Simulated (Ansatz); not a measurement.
YOF:
Space group P4/nmm, origin choice 1 (No. 129); a = 3.7706 Å, b = 3.7706 Å, c = 5.3549 Å, α = 90.00°, β = 90.00°, γ = 90.00°

```json
[
 {"atom": "Y", "site": "2c", "symmetry": "4mm", "x": "0.0000", "y": "0.5000", "z": "0.2868"},
 {"atom": "O", "site": "2b", "symmetry": "-4m2", "x": "0.5000", "y": "0.5000", "z": "0.5000"},
 {"atom": "F", "site": "2a", "symmetry": "-4m2", "x": "0.0000", "y": "0.0000", "z": "0.0000"}
]
```

Relaxed with LDA.

Q: Give the optical modes at the zone centre with their infrared and Raman activity from DFPT, plane-wave PAW LDA (Ansatz code).

A: Transverse frequencies, without the LO–TO term; a row sums one degenerate level.

```csv
ω (cm⁻¹),degeneracy,IR ((D/Å)²/amu),Raman (Å⁴/amu),activity,symmetry
152,2,10.36,0,IR,Eu
167,2,0.00,1.3,Raman,Eg
182,1,0.00,9.1,Raman,B1g
280,1,15.97,0,IR,A2u
297,1,0.00,8.4,Raman,A1g
310,2,0.00,0.94,Raman,Eg
381,2,53.85,0,IR,Eu
435,1,0.00,19,Raman,B1g
552,2,0.00,28,Raman,Eg
556,1,4.01,0,IR,A2u
```

Q: How high does the top mode go among those that the LO–TO term moves?

A: 615 cm⁻¹ for q along x, 615 cm⁻¹ for q along y, 614 cm⁻¹ for q along z.

The first step of the workflow began from a Materials Project structure, measured or hypothetical; the Crystallography Open Database copy checked does not list it. COD files the formula under space group No. 166, so this cell is another polymorph or a model. Its standing as an ambient phase is unchecked. The cell was relaxed with LDA under the symmetry of its start; phonons on a q-mesh show no instability. The run is not spin-polarised.

Potentials: the later of the program's two PAW sets.
